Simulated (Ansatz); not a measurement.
Consider the following.

Starting cell, ZnSe (zinc blende):

```xyz
4
Lattice="0.0000 5.7330 5.7330 2.8665 0.0000 2.8665 2.8665 2.8665 0.0000" Properties=species:S:1:pos:R:3 pbc="T T T"
Se     4.2998     4.2998     4.2998
Se     4.2998     7.1663     7.1663
Zn     0.0000     0.0000     0.0000
Zn     2.8665     5.7330     2.8665
```

A phonon eigenvector at L = (0.5, 0.0, 0.0) is frozen into this cell: atom i moves by Q times the vector below, so Q is the largest atomic displacement, in Å. The cell is held. It is one choice among 2 degenerate patterns. (q is in reciprocal vectors of the primitive cell; the cell shown is doubled to hold the pattern.)

| atom | x | y | z |
|---|---|---|---|
| Se1 | 0.273 | -0.498 | 0.771 |
| Se2 | -0.273 | 0.498 | -0.771 |
| Zn3 | 0.285 | -0.520 | 0.805 |
| Zn4 | -0.285 | 0.520 | -0.805 |

The numbers are results of PBE (plane waves to 420 eV, PAW, scalar-relativistic; Ansatz, a program for electronic structure), not measurements. k mesh 5×10×10 (Γ-centred), Fermi-Dirac smearing 0.05 eV. The energy includes the smearing's −TS. ZnSe was relaxed with its symmetry unable to fall. ΔE is measured from the undisplaced structure.

The scan covers Q from -0.280 to 0.280 Å in 13 points.

### Question
Which space group does the distorted structure have?

### Answer
P1 (No. 1), lowered from F-43m.

### Question
Is this a single well or a double well?

### Answer
A single well with its minimum at or next to zero displacement.

### Question
What is the energy change at Q = 0.280 Å?

### Answer
1848 meV/cell.

### Question
What harmonic wavenumber does the curvature at Q = 0 give?

### Answer
195 cm⁻¹.

(For displaced atoms, the force is minus the slope of the energy, and its curvature is a force constant, which sets phonon frequencies.)
